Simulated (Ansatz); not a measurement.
Values for one crystal, relaxed and computed with PBE in the plane-wave PAW code Ansatz; other levels are named.

- Volume per atom = 36.72 Å³
- Band gap = 0.85 eV (indirect)
- Bulk modulus (Birch–Murnaghan fit) = 35.2 GPa
- Formation energy from the elements (no fitted shifts) = -0.37 eV/atom
- Hole effective mass = 0.62, 0.62, 0.80 mₑ (principal values)
- Electron effective mass = 0.37, 0.37, 1.8 mₑ (principal values)
- Conduction-band minimum = at X (3 equivalent valleys)

Task: Which compound is it?
A. MoS2, R3m (Mo on 3a, S on 3a, S on 3a)
B. GaAs, zinc blende
C. AlAs, zinc blende
D. PbS, zinc blende

Result: D, PbS, zinc blende

Space group F-43m (zinc blende). The start of the workflow was typed in or built on a structure type; neither database checked (COD, Materials Project) lists it. It is not the phase usual at ambient conditions (space group No. 225). Symmetry was held in the PBE relaxation; its stability against distortions is not shown here. The references are the lowest solids computed at this level, not always the standard phases. Spin–orbit coupling is left out wherever it is not named.

Potentials: the earlier of the program's two PAW sets.
